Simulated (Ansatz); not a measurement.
Relaxed-ion elastic tensor of CdSe (wurtzite, space group No. 186) in GPa (Voigt order), plane-wave PAW r²SCAN (Ansatz code); density 5.50 g/cm³, 28.87 Å³ per atom.

```
72.3  44.0  37.1   0.0   0.0   0.0
44.0  72.3  37.1   0.0   0.0   0.0
37.1  37.1  81.5   0.0   0.0   0.0
 0.0   0.0   0.0  12.9   0.0   0.0
 0.0   0.0   0.0   0.0  12.9   0.0
 0.0   0.0   0.0   0.0   0.0  14.1
```

Is the crystal mechanically stable?

Yes: the smallest eigenvalue of C is 12.9 GPa.

Work out the Voigt, Reuss and Hill averages.

K_V = 51.4, K_R = 51.4, K_H = 51.4; G_V = 15.2, G_R = 14.6, G_H = 14.9 GPa.

Give Young's modulus, Poisson's ratio, Pugh's ratio and the universal anisotropy index.

E = 9KG/(3K + G) = 40.7 GPa; ν = 0.37; K/G = 3.45 (ductile by the Pugh limit of 1.75); A_U = 5G_V/G_R + K_V/K_R − 6 = 0.20.

Estimate the sound speeds and the Debye temperature.

v_l = √((K + 4G/3)/ρ) = 3600 m/s, v_t = √(G/ρ) = 1640 m/s, mean 1850 m/s; Θ = (h/k)(3n/4πV)^(1/3) v_m = 180 K.

How much does each axis shrink under pressure?

Linear compressibilities β_i = Σ_j S_ij (j = 1 to 3): x 6.6, y 6.6, z 6.3 per TPa.

Space group P6_3mc (wurtzite). The cell was relaxed with r²SCAN under the symmetry of its start; of distortions, only those at the zone centre were tested.

Potentials: the later of the program's two PAW sets.
